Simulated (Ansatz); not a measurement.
Lu (bcc): energy against volume

Computed with DFT, LDA (PW92), plane waves (420 eV) with PAW, scalar-relativistic (Ansatz). The PAW files were generated under PBE, with cores re-solved for the functional.

The cell is scaled uniformly from the relaxed one, with fractional coordinates and shape fixed. Energies are extrapolated to zero smearing, pressures are those at the given smearing. Magnetic state: spin not included.

A Birch-Murnaghan fit gives V₀ = 26.16 Å³/atom, B₀ = 50 GPa, B₀′ = 3.2.

(1) What are the energy above the minimum and the pressure at 27.285 Å³/atom?

(2) What are the energy above the minimum and the pressure at 28.335 Å³/atom?

(3) What are the energy above the minimum and the pressure at 29.384 Å³/atom?

Answers

(1) 7.2 meV/atom and -1.83 GPa as computed.

(2) 25.3 meV/atom and -3.38 GPa as computed.

(3) 52.7 meV/atom and -4.70 GPa as computed.
